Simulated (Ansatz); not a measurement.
Relaxation of a generated cell, Cd built in the diamond structure type; 2 atoms in the cell, which starts as Fd-3m, origin choice 1 (No. 227), cF8; a = 6.0471 Å, b = 6.0471 Å, c = 6.0471 Å, α = 90.00°, β = 90.00°, γ = 90.00°. Calculation: PBE (plane waves to 420 eV, PAW, scalar-relativistic; Ansatz, an electronic-structure program). Γ-centred k-mesh 9×9×9 on the run's cell (coarser than for final values), Fermi–Dirac smearing 0.05 eV. This is the first round of the run. 

The optimiser's lines from the output (shortened; P is positive under compression):

```
relax step   1: F+E_penalty+E_count = -16507.93202734 eV  Δ(F+E_penalty+E_count) = +0.000e0 eV  max|allowed force component| = 1.388e-17 eV/Å  Δτ_max = 0.0000 Å  P = +10.931 GPa  Ω = 55.283 Å³  (7 SCF iters, dr2 threshold 1.00e-7 eV, accepted)
relax step   2: F+E_penalty+E_count = -16508.29456831 eV  Δ(F+E_penalty+E_count) = -3.625e-1 eV  max|allowed force component| = 1.156e-16 eV/Å  Δτ_max = 0.0000 Å  P = +3.757 GPa  Ω = 63.768 Å³  (5 SCF iters, dr2 threshold 2.00e-7 eV, accepted)
relax step   3: F+E_penalty+E_count = -16508.37627684 eV  Δ(F+E_penalty+E_count) = -8.171e-2 eV  max|allowed force component| = 1.989e-16 eV/Å  Δτ_max = 0.0000 Å  P = +1.197 GPa  Ω = 69.327 Å³  (5 SCF iters, dr2 threshold 2.00e-7 eV, accepted)
relax step   4: F+E_penalty+E_count = -16508.38985798 eV  Δ(F+E_penalty+E_count) = -1.358e-2 eV  max|allowed force component| = 1.110e-16 eV/Å  Δτ_max = 0.0000 Å  P = -0.085 GPa  Ω = 73.858 Å³  (5 SCF iters, dr2 threshold 2.00e-7 eV, accepted)
relax step   5: F+E_penalty+E_count = -16508.39000256 eV  Δ(F+E_penalty+E_count) = -1.446e-4 eV  max|allowed force component| = 1.249e-16 eV/Å  Δτ_max = 0.0000 Å  P = -0.007 GPa  Ω = 73.510 Å³  (5 SCF iters, dr2 threshold 1.80e-8 eV, accepted)
relax step   6: F+E_penalty+E_count = -16508.39388296 eV  Δ(F+E_penalty+E_count) = -3.880e-3 eV  max|allowed force component| = 9.252e-17 eV/Å  Δτ_max = 0.0000 Å  P = +0.119 GPa  Ω = 73.510 Å³  stress off target by 1.19e-1 GPa  SCF on the basis re-selected at this cell (its energy is not comparable with the rows above)  (8 SCF iters)
relax step   7: F+E_penalty+E_count = -16508.39403982 eV  Δ(F+E_penalty+E_count) = -1.569e-4 eV  max|allowed force component| = 2.035e-16 eV/Å  Δτ_max = 0.0000 Å  P = +0.024 GPa  Ω = 74.042 Å³  (5 SCF iters, dr2 threshold 3.54e-8 eV, accepted)
relax step   8: F+E_penalty+E_count = -16508.39403059 eV  Δ(F+E_penalty+E_count) = +9.237e-6 eV  max|allowed force component| = 1.388e-17 eV/Å  Δτ_max = 0.0000 Å  P = +0.001 GPa  Ω = 74.176 Å³  (5 SCF iters, dr2 threshold 1.40e-9 eV, accepted)
relax step   9: F+E_penalty+E_count = -16508.39413165 eV  Δ(F+E_penalty+E_count) = -1.011e-4 eV  max|allowed force component| = 3.701e-17 eV/Å  Δτ_max = 0.0000 Å  P = +0.000 GPa  Ω = 74.176 Å³  stress off target by 4.74e-4 GPa  SCF on the basis re-selected at this cell (its energy is not comparable with the rows above)  (5 SCF iters)
```

From the first to the last row the energy changes by -0.23 eV/atom and the volume by +34.2 %. The last row is marked as not comparable with the walk above it, whose basis was carried along; it does compare with step 1, since both stand on a basis selected at the nominal cutoff for their own cell.

Later rounds, restarted from the end of this one on a renewed k-mesh, logged 4 more steps and released under 0.01 eV/atom more. The final structure after all rounds: Fd-3m, origin choice 1 (No. 227), cF8, diamond type; a = b = c = 6.694 Å, α = β = γ = 90.00°. Between re-selections the logged energies stand on a plane-wave basis carried along with the cell. No spin polarisation in the result.

The run could not lower the symmetry of its start; a shaken copy of this end point relaxes with PBE to P-1 (No. 2) at a tolerance of 0.01 Å, I4/mmm (No. 139) at 0.1 Å, 0.33 eV/atom lower.

The relaxed structure here is a generated cell of Cd: the first start was made by placing the elements on the sites of a structure type, and the end was not matched to a known phase here, so it may be hypothetical. Known forms of Cd include space group No. 194.
